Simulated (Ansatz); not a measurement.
An Ansatz (a first-principles code) run. Input:

Ansatz 0.2 input:
```yaml
crystal:
  lattice:
    - [0.0, 2.8327042685, 2.8327042685]
    - [2.8327042685, 0.0, 2.8327042685]
    - [2.8327042685, 2.8327042685, 0.0]
  atoms:
    - { symbol: Ga, position: [0.0, 0.0, 0.0] }
    - { symbol: As, position: [0.75, 0.75, 0.75] }
kpoints:
  mp_grid: { grid: [7, 7, 7] }
  band_path:
    path:
      - [[0.0, 0.0, 0.0], [0.5, 0.0, 0.5], [0.625, 0.25, 0.625]]  # Γ-X-U
      - [[0.375, 0.375, 0.75], [0.0, 0.0, 0.0], [0.5, 0.5, 0.5], [0.5, 0.25, 0.75], [0.5, 0.0, 0.5]]  # K-Γ-L-W-X
      - [VBM, CBM]
    npoints: 12
hamiltonian:
  xc: r2scan
  pseudopotentials: { azcp: { folder: ./paw }, kind: paw_fr }
magnetization: { noncollinear: true, spin_orbit: true }
scf:
  n_extra_bands: 12
  convergence: { dr2_threshold: 0.0000000001 }
  occupations: { method: gaussian, width: 0.01 }
checkpoint: { write: soc.run }
output: { eigenvalues: true }
```

Output (shortened):

```
Pseudopotential: Ga, paw, valence charge 13
Pseudopotential: As, paw, valence charge 15
Functional definition: r2SCAN
non-collinear run that drives no moment, with spin-orbit …
Crystal: 2 atoms, lattice volume = 45.460 Å³
Basis set: ecut = 500 eV, 1139 PW (Γ), exchange–correlation on 120×120×120 points (64 copies of the dense FFT grid, shifted against one another)
Bands: 40, of which v1, the nominal top of the filled ones, is band 28 counted from 1 (27 counted from 0)
Symmetry: 24 space group operations + 24 with time reversal
k-points: 20 of 343 (time reversal used)
Projection manifold: j_resolved (fully-relativistic pseudo-atomic orbitals)
iter 1 solved again at ethr=2.02e-3 eV; its pass at ethr=3.10e-3 eV (dr2=5.67e-1 eV) is discarded
SCF iter   1: F=—  HF=-8650.287405 eV  |F-HF|=—  |Δ(HF+E_count)|=         —  Δρ=4.91e-2  dr2=5.70e-1  dr2_τ=1.38e-3  dr2_m=0.00e0 (ungated)  ethr=2.02e-3  |M|=0.00e0 ∫|m|=0.00e0 μB  |m|>n=0.0e0 m-floor=0.0e0 τ_xc=0.0e0  β_m=0.30  ⟨swp⟩=1.9  Hψ=4839  notcnv=0
preconditioner: auto → none
SCF iter   2: F=—  HF=-8650.286456 eV  |F-HF|=—  |Δ(HF+E_count)|=   9.49e-4  Δρ=3.24e-2  dr2=2.43e-1  dr2_τ=3.12e-4  dr2_m=0.00e0 (ungated)  ethr=2.02e-3  |M|=0.00e0 ∫|m|=0.00e0 μB  |m|>n=0.0e0 m-floor=0.0e0 τ_xc=0.0e0  β_m=0.59  ⟨swp⟩=2.1  Hψ=1044  notcnv=0
SCF iter   3: F=—  HF=-8650.293908 eV  |F-HF|=—  |Δ(HF+E_count)|=   7.45e-3  Δρ=6.50e-3  dr2=1.08e-2  dr2_τ=3.97e-5  dr2_m=0.00e0 (ungated)  ethr=8.67e-4  |M|=0.00e0 ∫|m|=0.00e0 μB  |m|>n=0.0e0 m-floor=0.0e0 τ_xc=0.0e0  β_m=0.51  ⟨swp⟩=3.6  Hψ=1363  notcnv=0
SCF iter   4: F=—  HF=-8650.287664 eV  |F-HF|=—  |Δ(HF+E_count)|=   6.24e-3  Δρ=8.61e-4  dr2=1.10e-4  dr2_τ=1.17e-6  dr2_m=0.00e0 (ungated)  ethr=3.87e-5  |M|=0.00e0 ∫|m|=0.00e0 μB  |m|>n=0.0e0 m-floor=0.0e0 τ_xc=0.0e0  β_m=0.55  ⟨swp⟩=3.0  Hψ=1579  notcnv=0  defer=12
SCF iter   5: F=—  HF=-8650.287724 eV  |F-HF|=—  |Δ(HF+E_count)|=   6.07e-5  Δρ=3.52e-4  dr2=1.97e-5  dr2_τ=1.36e-7  dr2_m=0.00e0 (ungated)  ethr=3.91e-7  |M|=0.00e0 ∫|m|=0.00e0 μB  |m|>n=0.0e0 m-floor=0.0e0 τ_xc=0.0e0  β_m=0.62  ⟨swp⟩=2.5  Hψ=1354  notcnv=0  defer=12
SCF iter   6: F=—  HF=-8650.287742 eV  |F-HF|=—  |Δ(HF+E_count)|=   1.75e-5  Δρ=6.66e-5  dr2=1.10e-6  dr2_τ=3.85e-9  dr2_m=0.00e0 (ungated)  ethr=7.04e-8  |M|=0.00e0 ∫|m|=0.00e0 μB  |m|>n=0.0e0 m-floor=0.0e0 τ_xc=0.0e0  β_m=0.72  ⟨swp⟩=2.1  Hψ=1028  notcnv=0  defer=12
SCF iter   7: F=—  HF=-8650.287743 eV  |F-HF|=—  |Δ(HF+E_count)|=   8.27e-7  Δρ=1.29e-5  dr2=7.42e-8  dr2_τ=6.26e-10  dr2_m=0.00e0 (ungated)  ethr=3.94e-9  |M|=0.00e0 ∫|m|=0.00e0 μB  |m|>n=0.0e0 m-floor=0.0e0 τ_xc=0.0e0  β_m=0.68  ⟨swp⟩=2.0  Hψ=1146  notcnv=0  defer=12
SCF iter   8: F=—  HF=-8650.287743 eV  |F-HF|=—  |Δ(HF+E_count)|=   2.06e-8  Δρ=2.71e-6  dr2=2.38e-9  dr2_τ=5.43e-12  dr2_m=0.00e0 (ungated)  ethr=2.65e-10  |M|=0.00e0 ∫|m|=0.00e0 μB  |m|>n=0.0e0 m-floor=0.0e0 τ_xc=0.0e0  β_m=0.81  ⟨swp⟩=2.5  Hψ=1113  notcnv=0  defer=12
SCF iter   9: F=-8650.287743 eV  HF=-8650.287743 eV  |F-HF|=1.82e-11  |Δ(HF+E_count)|=   1.16e-9  Δρ=3.32e-7  dr2=3.32e-11  dr2_τ=6.54e-14  dr2_m=0.00e0 (ungated)  ethr=1.00e-12  |M|=0.00e0 ∫|m|=0.00e0 μB  |m|>n=0.0e0 m-floor=0.0e0 τ_xc=0.0e0  ⟨swp⟩=2.6  Hψ=2505  notcnv=0
SCF 1 converged in 9 iterations: F = -8650.287743 eV  dr2 = 3.32e-11
NSCF: frozen V_eff on 16 k-points
NSCF: frozen V_eff on 16 k-points
NSCF: frozen V_eff on 16 k-points
NSCF: frozen V_eff on 2 k-points
NSCF: frozen V_eff on 5 k-points
NSCF: frozen V_eff on 2 k-points
NSCF: frozen V_eff on 2 k-points
NSCF: frozen V_eff on 2 k-points
NSCF: frozen V_eff on 2 k-points
NSCF: frozen V_eff on 2 k-points
NSCF: frozen V_eff on 87 k-points
SCF converged after 9 iterations
Magnetization: |M| = 0.0000 μB,  M = (+0.0000, +0.0000, +0.0000) μB
Absolute magnetization: 0.0000 μB (∫|m|)
  site 0: m = (+0.0000, +0.0000, +0.0000) μB, |m| = 0.0000 μB  (R = 1.01 Å)
  site 1: m = (+0.0000, +0.0000, +0.0000) μB, |m| = 0.0000 μB  (R = 1.01 Å)
Free energy (F): -8650.287743 eV
Harris-Foulkes:  -8650.287743 eV  (|F-HF|=1.82e-11)
Internal energy: -8650.287743 eV  (E = F + TS)
E sigma→0 (E₀):  -8650.287743 eV
Fermi energy:    8.134543 eV
--- Per-component energies (eV) ---
  E_band       = -340.348649
  E_kinetic    = 208.831460
  E_local      = -3670.232607  (includes V_loc(G=0)·N_el)
  E_nonlocal   = -483.632670
  E_hartree    = 2139.838413
  E_xc         = -123.539729
  E_vxc        = -135.903683  (∫ρ·V_xc dr)
  E_paw        = -4026.323077  (= ΣΔE_a)
  E_vpaw       = -546.211107  (= ΣTr[D̂ρ^β])
  E_aug_tail   = 0.000052  (compensation charges beyond the density's cutoff)
  E_vtau       = 7.123140  (kinetic-family band-sum trace: ∫τ·v_τ [+ j·A + Jᵃ·Aᵃ] dr)
  E_ewald      = -2693.150403
  E_core_change = -2.079182  (= ΣΔE_core)
  E_smearing   =  0.000000  (= −TS)
  E_closure    = 0.000000  (closes the sum)
  Σ components = -8650.287743   (vs F -8650.287743, Δ=0.00e0)
  [band-id]    e_kinetic+e_local+e_nonlocal+2·e_hartree+e_vxc+e_vpaw+e_augmentation_tail+e_vtau = -340.348589   (vs E_band -340.348649, Δ=6.06e-5)
--- Band table (eV; the first three rows and the last of 20) ---
  k-point 0: bands = ["-28.6333", "-28.6333", "-28.6333", "-28.6333", "-27.9090", "-27.9090", "-27.9016", "-27.9016", "-27.9016", "-27.9016", "-7.8551", "-7.8551", "-7.8551", "-7.8551", "-7.4306", "-7.4306", "-7.3718", "-7.3718", "-7.3718", "-7.3718", …
  k-point 1: bands = ["-28.6333", "-28.6332", "-28.6331", "-28.6331", "-27.9088", "-27.9088", "-27.9016", "-27.9016", "-27.9014", "-27.9014", "-7.8602", "-7.8602", "-7.8568", "-7.8510", "-7.4342", "-7.4342", "-7.3780", "-7.3780", "-7.3715", "-7.3651", …
  k-point 2: bands = ["-28.6332", "-28.6331", "-28.6328", "-28.6328", "-27.9085", "-27.9085", "-27.9017", "-27.9017", "-27.9010", "-27.9010", "-7.8720", "-7.8720", "-7.8552", "-7.8479", "-7.4396", "-7.4396", "-7.3886", "-7.3886", "-7.3640", "-7.3561", …
  k-point 19: bands = ["-28.6329", "-28.6327", "-28.6325", "-28.6325", "-27.9081", "-27.9078", "-27.9013", "-27.9011", "-27.9009", "-27.9008", "-7.9242", "-7.8762", "-7.8344", "-7.8238", "-7.4987", "-7.4058", "-7.3862", "-7.3763", "-7.3580", "-7.3536", …
```

Cost: roughly 40 core-seconds on shared cores.

Space group F-43m (zinc blende). The r²SCAN relaxation kept the symmetry of its start; phonons on a q-mesh show no instability.

Potentials: the earlier of the program's two PAW sets.

Ansatz is a plane-wave DFT program.
